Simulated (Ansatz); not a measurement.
**4 guesses for Tb₂Y₂H and where they end**

Theory: DFT PBE, scalar-relativistic, plane waves, PAW, and for the lanthanide a 4f-in-core norm-conserving potential, in Ansatz. All cells share a 690 eV cutoff and Γ-centred k meshes spaced at most about 0.3 Å⁻¹ (about 0.25 or finer for metals, 2π included). No spin polarisation in the final relaxations.

Each guess was relaxed in cell and atoms at zero pressure, within the symmetry of its start. All energies are static (0 K, no zero-point motion). Coordination counts Tb or Y atoms around H (for each partner element, those within 1.25 times its shortest distance or 1.15 times the sum of covalent radii, where it is the nearest in units of that sum or under 1.3; a plus sign parts groups by distance over the sum of covalent radii; the shortest distance is added where it exceeds 1.18 times the sum of covalent radii).

```json
{"guess": "1", "made from": "random cell", "start group": "P6/mmm", "V start (Å³/atom)": "22.4", "end group": "?", "V end (Å³/atom)": "?", "coordination at the end": "?", "gap on mesh (eV)": "?", "E over the lowest end (meV/atom)": "?"}
{"guess": "2", "made from": "random cell", "start group": "P4/mmm", "V start (Å³/atom)": "23.2", "end group": "P4/mmm", "V end (Å³/atom)": "37.0", "coordination at the end": "H 4", "gap on mesh (eV)": "0", "E over the lowest end (meV/atom)": "480"}
{"guess": "3", "made from": "YSi2Ni2 type", "start group": "I4/mmm", "V start (Å³/atom)": "21.7", "end group": "I4/mmm", "V end (Å³/atom)": "30.7", "coordination at the end": "H 8 from 3.3 Å", "gap on mesh (eV)": "0", "E over the lowest end (meV/atom)": "276"}
{"guess": "4", "made from": "random cell", "start group": "P6/mmm", "V start (Å³/atom)": "26.2", "end group": "P6/mmm", "V end (Å³/atom)": "40.5", "coordination at the end": "H 2", "gap on mesh (eV)": "0", "E over the lowest end (meV/atom)": "0"}
```

Guess 1 as it starts:

```
Tb Y H
1.0
     4.18421    0.00000    0.00000
    -2.09211    3.62363    0.00000
     0.00000    0.00000    7.37492
Tb Y H
2 2 1
Cartesian
  0.0000 2.4158 0.0000
  2.0921 1.2079 0.0000
  0.0000 0.0000 5.3243
  0.0000 0.0000 2.0506
  0.0000 0.0000 0.0000
```

**Question.** Predict the end of this guess and its energy over the lowest end.

**Answer.** It ends in space group P6/mmm (No. 191), with a = 5.042 Å, c = 8.060 Å, 35.5 Å³/atom and no gap. It lies 186 meV/atom over the lowest end, above guess 4 and below guess 3. Counting Tb or Y atoms around H, this end has H 2+6 and the lowest (guess 4) has H 2.

Space group P6/mmm (No. 191). a = 5.042 Å, b = 5.042 Å, c = 8.060 Å, α = 90.00°, β = 90.00°, γ = 120.00°
```tsv
atom	site	symmetry	x	y	z
Tb	2c	-6m2	0.3333	0.6667	0.0000
Y	2e	6mm	0.0000	0.0000	0.7524
H	1a	6/mmm	0.0000	0.0000	0.0000
```

The zero of energy is the elements' standard structures at the same level (H₂ as a molecule); no fitted shifts are applied.

**Question.** Is the lowest end bound against the elements?

**Answer.** No: its formation energy is +0.52 eV/atom. The separate elements lie lower, so it is unstable against them.

A magnetic state wasn't ruled out in cells without spin, among them P6/mmm at 40.5 Å³/atom. With hydrogen, zero-point motion can shift formation energies by some tens of meV/atom. Cells relaxed within their symmetry can be saddle points. A lower structure may well exist outside this small set. Some candidate types were left out of the draw beforehand, so a known form may be missing.

The lanthanide is trivalent by construction, without f bands, f moments or other valences. The reference runs of the other elements, and any phases without the lanthanide, used 420 eV, which shifts energies against them by under 10 meV/atom. The lanthanide's reference is the lowest of its hcp, dhcp and fcc cells.
